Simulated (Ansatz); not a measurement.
## YSc: why energy differences converge before total energies

Computed with DFT PBEsol, scalar-relativistic, plane waves, PAW in Ansatz 0.2.0.

```yaml
crystal:
  lattice:
    - [3.52017, 0.00000, 0.00000]
    - [-1.76008, 3.04855, 0.00000]
    - [0.00000, 0.00000, 5.40412]
  atoms:
    - { symbol: Y, position: [0.00000, 0.00000, 0.00000] }
    - { symbol: Sc, position: [0.33333, 0.66667, 0.50000] }
```

```
Γ-centred k-mesh : 15×15×8
occupation rule  : Gaussian smearing, 0.1 eV
spin treatment   : unpolarised
```

A second cell has all atoms moved and the lattice slightly strained:

```yaml
crystal:
  lattice:
    - [3.51291, -0.00559, -0.00479]
    - [-1.76129, 3.02818, -0.00372]
    - [-0.00735, -0.01084, 5.42803]
  atoms:
    - { symbol: Y, position: [0.02583, 0.04736, 0.98373] }
    - { symbol: Sc, position: [0.34305, 0.66966, 0.52751] }
```

It ran on a 10×10×6 mesh, another than the first cell's, which shifts the difference by nearly the same amount at every cutoff. Both were run at several values of the cutoff; energies per atom at zero smearing, errors against the largest value (420 eV), which isn't proved converged itself.

```
cutoff error, first cell (meV) error, second cell (meV)
250 eV                   202.26                    202.26
300 eV                    16.18                     16.25
350 eV                     0.56                      0.55
```

At the largest value the second cell lies 54.59 meV/atom above the first. What is the error of that difference at each value, and where does each quantity come within 1 meV/atom?

The error of the difference is the second cell's error less the first's:
```
cutoff difference (meV) its error (meV)
250 eV             54.59            -0.01
300 eV             54.67             0.07
350 eV             54.59            -0.01
```

The first cell's total energy stays within 1 meV/atom from 350 eV on, the difference from 250 eV on. Most of the error cancels, by a factor of about 219 in the median. A missing short wave mostly misdescribes the region near each nucleus, which both cells share; what doesn't cancel comes largely from the change of volume and bonding.